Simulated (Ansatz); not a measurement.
**TaRu: energy along a strain**

TaRu, Cmmm, a = 3.308 Å, b = 4.683 Å, c = 4.162 Å (as given, not relaxed at this level: -5.2 GPa). The structure is a Materials Project entry; whether it is the stable form wasn't checked. Ansatz: r2SCAN, PAW, 500 eV, Γ-centred 18×18×12 mesh on 2 atoms, Gaussian smearing 0.15 eV; no spin polarisation. Cell vectors (Å): 1.654 -2.342 0.000; 1.654 2.342 0.000; 0.000 0.000 4.162. The cell is strained by x per cent times the pattern (1 0 0 0 0 0) in the order xx yy zz yz xz xy (engineering shears), with fractional coordinates held. y is the free energy over the start, V0 = 16.122 Å³/atom.

```
x (%) y (meV/atom)
-4.00          7.19
-3.00          0.44
-2.00         -2.84
-1.00         -2.90
 0.00          0.00
 1.00          5.64
 2.00             ?
 3.00         24.25
 3.50         30.28
 4.00         36.83
```

Problem. Fit y = c1 x + c2 x² + c3 x³ to the other rows, get the stiffness along the pattern, and predict the missing energy.

Solution. Least squares on the rows shown. y = 4.3112 x + 1.3743 x² − 0.037975 x³. The clamped-ion stiffness p·C·p = 2 × 13.74 eV × 160.2 / 16.122 Å³ = 273 GPa, which is C11 in these axes (second derivative at the start, which stands under stress). At x = 2.00 the fit asked for gives 13.82 meV/atom. The run gave 13.79 meV/atom, so the fit is 0.03 meV/atom too high, within twice the rms miss on the fitted rows (0.02 meV/atom).

Spin–orbit coupling is left out, which can shift energies with elements as heavy as these.